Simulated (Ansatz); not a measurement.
The cell below belongs to a search over invented structures; it isn't taken from experiment.

Input and command of a plane-wave DFT calculation in Ansatz:

```yaml
crystal:
  lattice:
    - [4.8046482991, 0.0, 0.0]
    - [0.0, 4.8046482991, 0.0]
    - [0.0, 0.0, 7.9112179406]
  atoms:
    - { symbol: Sr, position: [0.5, 0.0, 0.1986790895] }
    - { symbol: Sr, position: [0.0, 0.5, 0.8013209105] }
    - { symbol: Sr, position: [0.0, 0.5, 0.1986790895] }
    - { symbol: Sr, position: [0.5, 0.0, 0.8013209105] }
    - { symbol: Au, position: [0.5, 0.5, 0.5] }
    - { symbol: "N", position: [0.5, 0.5, 0.7543435119] }
    - { symbol: "N", position: [0.5, 0.5, 0.2456564881] }
    - { symbol: "N", position: [0.0, 0.0, 0.0] }
basis:
  ecutwfc: 420
kpoints:
  mp_grid: { grid: [6, 6, 4] }
hamiltonian:
  xc: pbe
scf:
  occupations: { method: gaussian, width: 0.1 }
output:
  forces: true
  stress: true
  eigenvalues: true
relax:
  adjacent_minimum: "off"
  f_tol: 0.01
  max_steps: 30
  cell: { stress_tol: 0.1, fix: [volume] }
```

```bash
ansatz run input.yaml --threads 1 --pin off --max-ram 2560MiB --backend cpu --events-out ev --progress --plain --runs-dir out
```

Processor: Intel(R) Xeon(R) Processor @ 2.50GHz (Skylake/Cascade Lake), 1 thread, on a host shared with other jobs.

Problem. Estimate time, memory and problem size.

Solution. About 3 min, peak memory 0.56 GiB. It solves 45 bands at 30 k points (after reduction by symmetry) with about 3567 plane waves, in 43 SCF iterations over 6 ionic steps.
